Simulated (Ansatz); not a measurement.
## AlRu: eigenvalues along the path

```xyz
2
Lattice="2.9916 0.0000 0.0000 0.0000 2.9916 0.0000 0.0000 0.0000 3.0215" Properties=species:S:1:pos:R:3 pbc="T T T"
Al    0.0000    0.0000    0.0000
Ru    1.4958    1.4958    1.5108
```

Atom numbers follow the list: Al1, Ru2.

The cell comes from COD entry 1527371, which wasn't checked; take it as a given geometry. The listed cell was then made from it by scaling, straining or moving an atom.

Spin polarisation is left out, and whether a magnetic state lies lower isn't shown here.

The calculation used DFT, PBEsol, all-electron LAPW, scalar-relativistic (Ansatz 0.2.0).

Settings: a Γ-centred 12×12×12 k mesh, Fermi–Dirac smearing of 0.05 eV, basis error target 1 meV/atom, no spin polarisation.

Path points, in fractions of the reciprocal vectors: Γ (0.000, 0.000, 0.000), X (0.000, 0.500, 0.000), M (0.500, 0.500, 0.000), Z (0.000, 0.000, 0.500), R (0.000, 0.500, 0.500), A (0.500, 0.500, 0.500). Levels in eV from the Fermi level; bands 14 to 21, counted from the lowest band of the run. The gap is zero.

```
# k(1/Å) point b14 b15 b16 b17 b18 b19 b20 b21
0.000 Γ -9.61 -3.53 -3.53 0.17 0.17 0.23 5.82 6.12
0.210 - -9.42 -3.47 -3.46 -0.07 0.00 0.19 5.24 6.20
0.420 - -8.87 -3.38 -3.28 -0.61 -0.51 0.26 3.74 7.17
0.630 - -7.99 -3.60 -3.04 -1.15 -1.04 0.34 2.67 8.44
0.840 - -6.88 -4.40 -2.82 -1.52 -1.41 0.40 2.32 7.74
1.050 X -5.80 -5.42 -2.73 -1.65 -1.54 0.43 2.31 7.45
1.260 - -5.59 -5.46 -2.62 -1.61 -1.57 0.23 2.29 7.57
1.470 - -5.57 -5.01 -2.32 -1.58 -1.51 -0.23 2.22 7.56
1.680 - -5.74 -4.19 -1.89 -1.51 -1.37 -0.72 2.05 6.66
1.890 - -5.89 -3.39 -1.49 -1.39 -1.25 -1.07 1.74 5.65
2.100 M -5.95 -3.02 -1.32 -1.32 -1.20 -1.20 1.56 5.31
2.397 - -5.92 -3.60 -1.67 -1.42 -1.16 -1.08 1.96 5.54
2.694 - -6.73 -3.66 -2.34 -1.63 -0.98 -0.76 2.91 5.43
2.991 - -8.17 -3.23 -2.97 -1.29 -0.61 -0.34 4.13 5.39
3.288 - -9.24 -3.41 -3.38 -0.25 -0.11 0.03 5.42 5.73
3.585 Γ -9.61 -3.53 -3.53 0.17 0.17 0.23 5.82 6.12
3.793 - -9.43 -3.48 -3.46 -0.05 -0.05 0.25 4.99 6.48
4.001 - -8.88 -3.42 -3.29 -0.55 -0.55 0.31 3.55 7.43
4.209 - -8.02 -3.68 -3.06 -1.05 -1.05 0.39 2.52 8.51
4.417 - -6.92 -4.48 -2.85 -1.41 -1.41 0.45 2.16 7.75
4.625 Z -5.82 -5.53 -2.77 -1.53 -1.53 0.47 2.14 7.47
4.835 - -5.61 -5.56 -2.66 -1.57 -1.49 0.28 2.13 7.56
5.045 - -5.66 -5.03 -2.36 -1.61 -1.39 -0.17 2.07 7.50
5.255 - -5.80 -4.21 -1.94 -1.57 -1.25 -0.65 1.93 6.61
5.465 - -5.94 -3.41 -1.53 -1.47 -1.14 -1.00 1.66 5.54
5.675 R -5.99 -3.06 -1.41 -1.34 -1.12 -1.09 1.49 5.18
5.885 - -5.88 -2.77 -2.36 -2.34 -0.04 -0.01 1.50 5.18
6.095 - -5.58 -3.28 -3.28 -1.94 1.22 1.27 1.52 5.06
6.305 - -5.16 -3.99 -3.98 -0.67 1.55 2.46 2.52 3.90
6.515 - -4.75 -4.43 -4.42 0.77 1.57 2.92 3.55 3.61
6.725 A -4.58 -4.57 -4.57 1.57 1.64 2.53 4.05 4.11
7.022 - -4.83 -4.35 -4.30 0.58 0.93 3.01 3.07 3.44
7.319 - -5.28 -3.77 -3.74 -0.83 -0.70 1.49 2.44 5.32
7.616 - -5.55 -4.34 -2.85 -1.90 -0.82 -0.01 2.21 7.86
7.914 - -5.57 -5.40 -2.55 -1.95 -1.11 0.07 2.14 7.67
8.211 Z -5.82 -5.53 -2.77 -1.53 -1.53 0.47 2.14 7.47
8.506 - -6.78 -4.44 -2.76 -1.48 -1.37 0.25 2.21 7.65
8.802 - -7.41 -3.54 -2.73 -1.59 -0.93 -0.27 3.01 5.94
9.097 - -7.39 -3.51 -2.73 -1.61 -0.93 -0.29 3.11 5.83
9.393 - -6.75 -4.37 -2.73 -1.57 -1.37 0.22 2.36 7.61
9.688 X -5.80 -5.42 -2.73 -1.65 -1.54 0.43 2.31 7.45
```
